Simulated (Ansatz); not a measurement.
Pb (Fm-3m), an elastic constant from a strain scan

Theory: DFT PBEsol, scalar-relativistic, plane waves, PAW in Ansatz. Cutoff 420 eV, Γ-centred 16×16×16 k-points, Gaussian smearing of 0.15 eV. Spin–orbit coupling is left out, which can shift energies with elements as heavy as these. No spin polarisation. Energies are free energies at this smearing, counted from the undisturbed cell; pressure is positive in compression.

Reference structure (as given, not relaxed at this level; it stands at -0.2 GPa):

```
Pb
1.0
     0.00000    2.46980    2.46980
     2.46980    0.00000    2.46980
     2.46980    2.46980    0.00000
Pb
1
Direct
  0.00000 0.00000 0.00000
```

The cell is strained by ε times the Voigt pattern (1, -1, 0, 0, 0, 0) (xx, yy, zz, yz, xz, xy; engineering shear) with fractional coordinates fixed. The cell holds 1 atom in V0 = 30.13 Å³. The stress column is τ = (1/V0) dE/dε, got from the stress tensor σ (compression positive) at each point as −det(1 + εP) σ : P(1 + εP)⁻¹, with P the pattern as a tensor.

```csv
ε,ΔE (meV/atom),τ (GPa)
-0.0525,8.633,-1.411
-0.0450,6.721,-1.311
-0.0375,4.912,-1.254
-0.0300,3.212,-1.139
-0.0225,1.761,-0.895
-0.0150,0.730,-0.561
-0.0075,0.168,-0.247
0.0000,0.000,0.000
0.0075,0.168,0.247
0.0150,0.730,0.561
0.0225,1.761,0.895
0.0300,3.212,1.139
0.0375,4.912,1.254
0.0450,6.721,1.311
0.0525,8.633,1.411
0.0600,?,?
```

Q: Which combination of elastic constants does this scan measure, and how large is it?

A: For small ε, τ = τ0 + Kε with K = pᵀCp, which for this pattern is 2(C11 − C12) in the cubic axes. The parabola through τ at ε = -0.0075, 0 and 0.0075 has slope K = 33 GPa at zero. The energies per cell, E = NΔE, of the same two points give K = 2[E(ε₊)/ε₊ − E(ε₋)/ε₋]/[(ε₊ − ε₋)V0] = 32 GPa, in agreement.

Q: Predict the withheld row at ε = 0.0600 from the harmonic law, and compare.

A: ΔE = V0(τ0 ε + Kε²/2)/N = 11.168 meV/atom and τ = 1.98 GPa. The calculation gives 10.727 meV/atom and 1.56 GPa: the energy lies 4 % below the harmonic value.

In a metal these slopes depend on the k mesh and the smearing.